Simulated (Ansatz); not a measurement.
The relaxed structure here is a generated cell of CdAu: the first start was made by placing the elements on the sites of a structure type, and the end was not matched to a known phase here, so it may be hypothetical.

One starting cell of CdAu (a generated cell, CdAu placed in the AFLOW prototype AB_oC8_63_c_c (B33, as in CrB)) was relaxed twice with Ansatz (plane waves, PAW, scalar-relativistic): with PBEsol at 420 eV and with PBE at 420 eV. The PBEsol result:

```cif
data_Au4Cd4
_chemical_formula_sum 'Au4 Cd4'
_space_group_name_H-M_alt 'Cmcm'
_space_group_IT_number 63
_space_group_name_Hall '-C 2c 2'
_cell_length_a 2.98974
_cell_length_b 10.92653
_cell_length_c 4.54446
_cell_angle_alpha 90.000
_cell_angle_beta 90.000
_cell_angle_gamma 90.000
loop_
_atom_site_label
_atom_site_type_symbol
_atom_site_symmetry_multiplicity
_atom_site_Wyckoff_symbol
_atom_site_fract_x
_atom_site_fract_y
_atom_site_fract_z
_atom_site_occupancy
Au1 Au 4 c 0.00000 0.42146 0.25000 1
Cd1 Cd 4 c 0.00000 0.16239 0.25000 1
```
(The calculation used a cell of 4 atoms; values per cell refer to that cell.)

| quantity | PBEsol | PBE |
|---|---|---|
| space group | Cmcm | Cmcm |
| volume (Å³/atom) | 18.56 | [?] |
| a (Å) | 2.990 | [?] |
| b (Å) | 10.927 | [?] |
| c (Å) | 4.544 | [?] |
| gap (eV, no spin-orbit coupling) | 0.00 | [?] |
| highest phonon at the sampled q (cm⁻¹) | 155 | [?] |
| softest mode (cm⁻¹) | no imaginary mode | [?] |

Question: What does PBE give for the same quantities?

Answer: 
- volume (Å³/atom), PBE: 19.87
- a (Å), PBE: 3.119
- b (Å), PBE: 11.102
- c (Å), PBE: 4.592
- gap (eV, no spin-orbit coupling), PBE: 0.00
- highest phonon at the sampled q (cm⁻¹), PBE: 140
- softest mode (cm⁻¹), PBE: no imaginary mode

Both levels end in the same structure; PBE's volume is 7.1 % larger. Neither column is exact.

No spin polarisation in the result.

The run could not lose the symmetry of its start, so the end can be a saddle point.

Ansatz is a program for electronic structure.
